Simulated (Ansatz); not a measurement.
MoP in space group P6/mmm (No. 191; Mo on 3f, P on 1a, P on 2d), a = 5.3896 Å, b = 5.3896 Å, c = 3.9375 Å, α = 90.00°, β = 90.00°, γ = 120.00°.

This is the PBE-relaxed structure.

Question: All from PBE (plane waves, PAW; program Ansatz), unless another level is named. Give the electronic character.

Answer: metallic (no gap).

Question: Predict the density of states at the Fermi level.

Answer: 0.72 states/eV per atom (mean over ±0.08 eV).

Question: And the formation energy from the elements (no fitted shifts)?

Answer: -0.061 eV/atom.

A made-up cell: these elements were put on the sites of a structure type; neither database checked (COD, Materials Project) lists it. COD files the formula under space group No. 187, so this cell is another polymorph or a model. Its standing as an ambient phase is unchecked. The cell was relaxed with PBE under the symmetry of its start; its stability against distortions is not shown here. No spin polarisation was allowed. The references are the lowest solids computed at this level, not always the standard phases. Spin–orbit coupling is left out wherever it is not named.

Potentials: the later of the program's two PAW sets.
